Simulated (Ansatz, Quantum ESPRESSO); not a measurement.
This is a calculation of GaF for Quantum ESPRESSO 7.5. Atoms were shifted at random by some hundredths of an Å from the given cell, which wasn't relaxed again for these runs. The cell comes from a database or a generator and needn't be the stable form of this composition.

The input pw.in:

```
&CONTROL
  calculation = 'scf'
  prefix = 'pwscf'
  outdir = './tmp'
  pseudo_dir = './pseudo'
  tprnfor = .true.
  tstress = .true.
  disk_io = 'nowf'
/
&SYSTEM
  ibrav = 0
  nat = 2
  ntyp = 2
  ecutwfc = 70
  ecutrho = 560
  nbnd = 16
  occupations = 'smearing'
  smearing = 'fd'
  degauss = 0.00367493
/
&ELECTRONS
  conv_thr = 4d-10
  electron_maxstep = 120
  mixing_beta = 0.5
/
ATOMIC_SPECIES
Ga    69.7230 Ga.pbe-dn-kjpaw_psl.1.0.0.UPF
F     18.9984 f_pbe_v1.4.uspp.F.UPF
CELL_PARAMETERS angstrom
   3.1659200000    0.0000000000    0.0000000000
   0.0000000000    3.1659200000    0.0000000000
   0.0000000000    0.0000000000    3.1659200000
ATOMIC_POSITIONS crystal
Ga    -0.0012680000    0.0057530000    0.0007720000
F      0.4828380000    0.4864110000    0.4945930000
K_POINTS automatic
8 8 8 0 0 0
```

Potentials or basis: SSSP 1.3 efficiency PBE.

Launch:

```sh
$ OMP_NUM_THREADS=1 pw.x -in pw.in > pw.out
```

Translate it to Ansatz 0.2.0. Potentials or basis there: all-electron LAPW, scalar-relativistic.

As run (cutoffs and basis follow the program's own potentials, and thresholds, step limits or extra output files can differ):

Contents of input.yaml:

```yaml
crystal:
  lattice:
    - [3.16592, 0.0, 0.0]
    - [0.0, 3.16592, 0.0]
    - [0.0, 0.0, 3.16592]
  atoms:
    - { symbol: Ga, position: [-0.001268, 0.005753, 0.000772] }
    - { symbol: F, position: [0.482838, 0.486411, 0.494593] }
kpoints:
  mp_grid: { grid: [8, 8, 8] }
scf:
  occupations: { method: fermi_dirac, width: 0.05 }
hamiltonian:
  xc: pbe
  pseudopotentials: { kind: all_electron, lapw: { basis_error: 0.001 } }
output:
  forces: true
  stress: true
  eigenvalues: true
  populations: true
```

Potentials or basis: all-electron LAPW, scalar-relativistic.

Run with:

```sh
$ ansatz run input.yaml --threads 1 --pin off --max-ram 3072MiB --backend cpu --events-out ev --progress --plain --runs-dir out
```

Both were run:

|  | Quantum ESPRESSO | Ansatz |
| --- | --- | --- |
| Pressure | 0.0 GPa | 0.1 GPa |
| Largest force | 0.081 eV/Å | 0.082 eV/Å |

Where Ansatz's input types no cutoff or centring, it takes its own default and a Γ-centred mesh.

The undisturbed cell isn't at this level's minimum, so the move can lower the energy.

Pressure is positive in compression.
